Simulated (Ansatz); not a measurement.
Ansatz (a quantum-chemistry and plane-wave program) input:

Ansatz 0.2 input:
```yaml
crystal:
  lattice:
    - [0.0, 2.1161851081, 2.1161851081]
    - [2.1161851081, 0.0, 2.1161851081]
    - [2.1161851081, 2.1161851081, 0.0]
  atoms:
    - { symbol: Ti, position: [0.5, 0.5, 0.5] }
    - { symbol: N, position: [0.0, 0.0, 0.0] }
kpoints:
  mp_grid: { grid: [17, 17, 17] }
hamiltonian:
  xc: r2scan
  pseudopotentials: { kind: paw }
scf:
  occupations: { method: gaussian, width: 0.05 }
checkpoint: { read: metal.run }
output: { bader: true, populations: true }
```

Output (shortened):

```
Pseudopotentials: kind: paw
Pseudopotential: Ti, paw, valence charge 12
Pseudopotential: N, paw, valence charge 5
Functional definition: r2SCAN
Crystal: 2 atoms, lattice volume = 18.954 Å³
Basis set: ecut = 500 eV, 531 PW (Γ), exchange–correlation on 96×96×96 points (64 copies of the dense FFT grid, shifted against one another)
Bands: 17, of which v1, the nominal top of the filled ones, is band 9 counted from 1 (8 counted from 0)
Symmetry: 48 space group operations
Space group: Fm-3m (ITA 225), of the structure as read, at distance tolerance 2.7e-5 Å
k-points: 165 of 4913
PAW frozen core: Ti, regenerated for the run's functional
PAW frozen core: N, regenerated for the run's functional
Initial density: read from a saved state, or passed on in memory by an earlier SCF of this step, an earlier step, the calling program or the single point that …
Stability of the state it starts from, as read at its close in the unpolarized treatment …
Initial wavefunctions: pseudopotential atomic-orbital guess
Eigensolver: davidson
Functional: x = r2scan, c = r2scan; τ floored in thin density (d = 2e-4 eV/Å³)
iter 1 solved again at ethr=1.00e-8 eV; its pass at ethr=3.10e-3 eV (dr2=1.71e-6 eV) is discarded
SCF iter   1: F=—  HF=-2893.085504 eV  |F-HF|=—  |Δ(HF+E_count)|=         —  Δρ=7.79e-8  dr2=6.90e-13  dr2_τ=2.74e-13  ethr=1.00e-8  ⟨swp⟩=3.0  Hψ=19952  notcnv=0
all-band conjugate gradients solve this SCF's bands
preconditioner: auto → none
SCF iter   2: F=-2893.085504 eV  HF=-2893.085504 eV  |F-HF|=1.36e-12  |Δ(HF+E_count)|=  3.34e-10  Δρ=9.47e-8  dr2=1.11e-12  dr2_τ=2.33e-13  ethr=1.00e-12  ⟨swp⟩=3.4  Hψ=6684  notcnv=0
SCF 1 converged in 2 iterations: F = -2893.085504 eV  dr2 = 1.11e-12
SCF converged after 2 iterations
Free energy (F): -2893.085504 eV
Harris-Foulkes:  -2893.085504 eV  (|F-HF|=1.36e-12)
Internal energy: -2893.084515 eV  (E = F + TS)
E sigma→0 (E₀):  -2893.085010 eV
Entropy (-TS):   -0.000990 eV (-0.495 meV/atom)
Fermi energy:    17.414574 eV
--- Per-component energies (eV) ---
  E_band       = -105.785938
  E_kinetic    = 407.996127
  E_local      = -782.155244  (includes V_loc(G=0)·N_el)
  E_nonlocal   = 50.243803
  E_hartree    = 311.820198
  E_xc         = -155.226715
  E_vxc        = -220.857817  (∫ρ·V_xc dr)
  E_paw        = -1184.917729  (= ΣΔE_a)
  E_vpaw       = -198.594884  (= ΣTr[D̂ρ^β])
  E_aug_tail   = 0.000097  (compensation charges beyond the density's cutoff)
  E_vtau       = 13.941605  (kinetic-family band-sum trace: ∫τ·v_τ [+ j·A + Jᵃ·Aᵃ] dr)
  E_ewald      = -1540.562031
  E_core_change = -0.283022  (= ΣΔE_core)
  E_smearing   = -0.000990  (= −TS)
  E_closure    = 0.000000  (closes the sum)
  Σ components = -2893.085504   (vs F -2893.085504, Δ=0.00e0)
  [band-id]    e_kinetic+e_local+e_nonlocal+2·e_hartree+e_vxc+e_vpaw+e_augmentation_tail+e_vtau = -105.785917   (vs E_band -105.785938, Δ=2.17e-5)
--- Band table (eV; the first three rows and the last of 165) ---
  k-point 0: bands = ["-42.9456", "-17.8667", "-17.8667", "-17.8667", "-0.9011", "15.0542", "15.0542", "15.0542", "16.7958", "16.7958", "16.7958", "18.0493", "18.0493", "23.3833", "31.3446", "37.7470", "37.7470"]
  k-point 1: bands = ["-42.9423", "-17.8906", "-17.8685", "-17.8685", "-0.8313", "14.6606", "14.7603", "14.7603", "16.9001", "16.9001", "16.9960", "18.3575", "18.3575", "23.5776", "31.3846", "37.6641", "37.6641"]
  k-point 2: bands = ["-42.9326", "-17.9588", "-17.8738", "-17.8738", "-0.6285", "13.7994", "14.1433", "14.1433", "17.1275", "17.1275", "17.3461", "19.0925", "19.0925", "24.0895", "31.4151", "37.3730", "37.3730"]
  k-point 164: bands = ["-42.8133", "-18.2693", "-18.2292", "-18.0932", "0.9790", "11.3245", "11.6334", "11.7585", "18.1552", "18.5795", "19.8718", "20.6960", "21.5246", "29.9704", "30.2427", "31.4853", "35.0450"]
  band table: 17 of 17 bands, residual norms ≤ 1.0e-3 eV
--- Löwdin populations: 2 sites ---
  site symbol       q [e]
     0     Ti     11.0955
     1      N      5.8414
  spilling = 0.003713 (of n_electrons = 17.000000)
--- Bader charges: 2 sites ---
  site symbol  charge [e]  shift [e]
     0     Ti      1.8352     0.0002
     1      N     -1.8352     0.0002
  shift: an alarm, by how much a part of what the PAW files miss would move the charge. Where it is large, compare
  with a run on PAW files of another source; a small one proves nothing
  estimated error of the sums over rays = 3.9e-4 e
```

Cost: roughly 24 core-seconds on shared cores.

The r²SCAN relaxation kept the symmetry of its start. The run is not spin-polarised. The volume moved by -19 % from the start of the relaxation. With an odd number of electrons in the cell and no spin polarisation, the count alone makes it a metal.

Potentials: the later of the program's two PAW sets.

Ansatz is a plane-wave DFT program.
